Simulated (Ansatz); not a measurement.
## Spin spirals in EuIn (P4/mmm)

```
Eu In
1.0
     3.79456    0.00000    0.00000
     0.00000    3.79456    0.00000
     0.00000    0.00000    4.30074
Eu In
1 1
Direct
  0.00000 0.00000 0.00000
  0.50000 0.50000 0.50000
```

The source of the geometry is a structure from the Materials Project; atoms and cell stay fixed.

Functional, mesh and filling: PBEsol, 12×12×8 k mesh, Fermi–Dirac smearing of 0.05 eV. PAW means Ansatz 0.2.0 on its default frozen-core files; LAPW is all-electron LAPW in Ansatz 0.2.0. Site moments are integrated in spheres about the atoms, whose radii differ between the methods. Start moments of the first PAW run (μB): Eu1 6.8.

Flat spirals without spin–orbit coupling: moments start in the xy plane and turn about z by q·R from cell to cell, and their directions inside a cell are free. q runs from Γ to X = (0.000, 0.500, 0.000) in reciprocal cell vectors. Energies count from each method's run at q = 0. Each q is a vector of the k mesh, and the mesh is shifted by q/2 where needed, so that both spin components are sampled on the same points as at q = 0. In Ansatz a GGA is taken by the program's default for non-collinear spins.

```csv
fraction of Γ–X,q (1/Å),ΔF PAW (meV/cell),ΔF LAPW (meV/cell),"largest moment, PAW (μB)"
0.000,0.000,0.0,0.0,6.83
0.167,0.138,-0.6,–,6.83
0.333,0.276,-1.2,–,6.83
0.500,0.414,-1.1,–,6.83
0.667,0.552,-0.5,-0.5,6.83
0.833,0.690,-1.0,–,6.83
1.000,0.828,-1.2,-1.3,6.83
```

The lowest point lies at 0.333 of the way, 1.2 meV/cell under q = 0, which this mesh may not resolve.

The PAW files were made with PBE; the program remakes their cores once for the run's functional and then keeps them frozen. Without U a semilocal functional puts the f levels too near the Fermi level, which can change moments and the order of magnetic states; site and cell moments are spin moments. Spin–orbit coupling is left out although heavy atoms are present. In at least one run the program's final test of stability wasn't made or came to no verdict. With open f shells a run can end in a state that isn't the lowest. The magnetic state is the one that this cell and start allow. It needn't be the compound's measured order, which may need a larger cell or be absent.
